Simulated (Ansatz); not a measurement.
## N-14 nuclear quadrupole resonance in ZnH4N2O8

Cell: an entry of the Crystallography Open Database (COD), ions relaxed with PBE at fixed cell.

Space group P2_1/c (No. 14); a = 5.7540, b = 5.9780, c = 8.5570 Å, β = 91.03°.

| site | Wyckoff | site symmetry | x | y | z |
| --- | --- | --- | --- | --- | --- |
| Zn | 2d | -1 | 0.5000 | 0.0000 | 0.5000 |
| H3 | 4e | 1 | 0.6849 | 0.3282 | 0.3873 |
| H7 | 4e | 1 | 0.9014 | 0.2167 | 0.4693 |
| N | 4e | 1 | 0.2477 | 0.3449 | 0.2972 |
| O15 | 4e | 1 | 0.0708 | 0.4184 | 0.2346 |
| O19 | 4e | 1 | 0.4495 | 0.3784 | 0.2409 |
| O23 | 4e | 1 | 0.2347 | 0.2302 | 0.4237 |
| O27 | 4e | 1 | 0.7370 | 0.2548 | 0.4850 |

One atom of each set is listed.

Method: Kohn–Sham DFT in Ansatz, PBE, plane waves and PAW, scalar-relativistic, 420 eV cutoff, Γ-centred 4×4×3 k-points, Fermi–Dirac smearing 0.02 eV.

N-14: I = 1, Q = 20.44 mb (year-2017 value). Static lattice, zero field.

Problem. The simulated lines lie at 0.281, 0.422, 0.704 MHz. What are |C_Q|, η and |V_zz| at N?

Solution. For I = 1 the lines are ν± = (3/4)|C_Q|(1 ± η/3) and ν₀ = |C_Q|η/2. Here |C_Q| = 0.751 MHz, η = 0.75 and |V_zz| = 1.52 × 10²¹ V/m². The calculation gives V_zz negative; the lines don't show the sign. The site has 3 O at 1.22–1.28 Å.

At N V_zz stands upright on the plane through its three neighbours (within 3°).

The relaxation (11 steps) took 2.1 min of wall time (8 min of CPU time) and 1.2 GiB at its peak, on 4 threads of Arm Neoverse V1 (aarch64; 8 cores open to the job, memory cap 8.0 GiB, no GPU), a shared host with a load of 0.5 a core.
